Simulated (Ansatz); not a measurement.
## 4 guesses for GeB2C3 and where they end

Theory: DFT PBE, scalar-relativistic, plane waves, PAW (Ansatz 0.2.0). All cells share a 420 eV cutoff and Γ-centred k meshes spaced at most about 0.3 Å⁻¹ (about 0.25 or finer for metals, 2π included). No spin polarisation in the final relaxations.

Each guess was relaxed in cell and atoms at zero pressure, within the symmetry of its start. Temperature and zero-point effects are left out. Coordination counts C atoms around B and Ge (those within 1.25 times the shortest such distance or 1.15 times the sum of covalent radii, 1.27 where that leaves under three; the shortest distance is added where it exceeds 1.18 times the sum of covalent radii).

```csv
guess,made from,start group,V start (Å³/atom),end group,V end (Å³/atom),coordination at the end,gap on mesh (eV),E over the lowest end (meV/atom)
1,Zr2Al3Cr type,R-3m,13.6,R-3m,15.9,"Ge 6 from 2.6 Å, B 3",0,39
2,Li3Tl2Cd type,P4/mmm,11.6,?,?,?,?,?
3,Sn2GeTe3 type,P-3m1,12.7,P-3m1,9.3,"Ge 6 from 3.0 Å, B 3",0,0
4,random cell,Pmmm,14.8,Pmmm,16.5,"Ge 2, B 1",0,69
```

Guess 2 as it starts:

```cif
data_structure
_symmetry_space_group_name_H-M 'P 1'
_symmetry_Int_Tables_number 1
_cell_length_a 2.8469
_cell_length_b 2.8469
_cell_length_c 8.6194
_cell_angle_alpha 90.000
_cell_angle_beta 90.000
_cell_angle_gamma 90.000
_cell_volume 69.86
loop_
_atom_site_label
_atom_site_type_symbol
_atom_site_fract_x
_atom_site_fract_y
_atom_site_fract_z
_atom_site_occupancy
Ge1 Ge 0.50000 0.50000 0.00000 1
B1 B 0.50000 0.50000 0.32482 1
B2 B 0.50000 0.50000 0.67518 1
C1 C 0.00000 0.00000 0.83907 1
C2 C 0.00000 0.00000 0.16093 1
C3 C 0.00000 0.00000 0.50000 1
```

Question: Predict the end of this guess and its energy over the lowest end.

Answer: It ends in space group P4/mmm (No. 123), with a = 2.586 Å, c = 7.946 Å, 8.9 Å³/atom and no gap. It lies 24 meV/atom over the lowest end, above guess 3 and below guess 1. The shortest distance is 1.35 Å (C–C) in this end and 1.59 Å (B–C) in the lowest (guess 3). This end holds Ge–Ge nets (shortest 2.59 Å) and C–C units of three or more atoms (shortest 1.35 Å); in the lowest (guess 3) the shortest Ge–Ge distance is 2.75 Å, near bonding range too and the shortest C–C distance is 2.37 Å.

```xyz
6
Lattice="2.5863 0.0000 0.0000 0.0000 2.5863 0.0000 0.0000 0.0000 7.9460" Properties=species:S:1:pos:R:3 pbc="T T T"
Ge    1.2932    1.2932    0.0000
B     1.2932    1.2932    2.1626
B     1.2932    1.2932    5.7834
C     0.0000    0.0000    5.3212
C     0.0000    0.0000    2.6248
C     0.0000    0.0000    3.9730
```

Formation energies are uncorrected and refer to the elements' standard structures at the same level.

Question: Is the lowest end bound against the elements?

Answer: No: its formation energy is +1.29 eV/atom. It can't be a ground state, since the elements alone are lower.

The k mesh leaves some 4 meV/atom of noise in the energy of each metallic cell. Weakly bound directions are ill-defined at this level, which has no dispersion term (P-3m1), and this can change margins and order among such cells. The reference form of C is held partly by dispersion forces, which this level lacks. Cells relaxed within their symmetry can be saddle points. A lower structure may well exist outside this small set. Some types were kept out of the candidates beforehand, so the set may lack a known form.
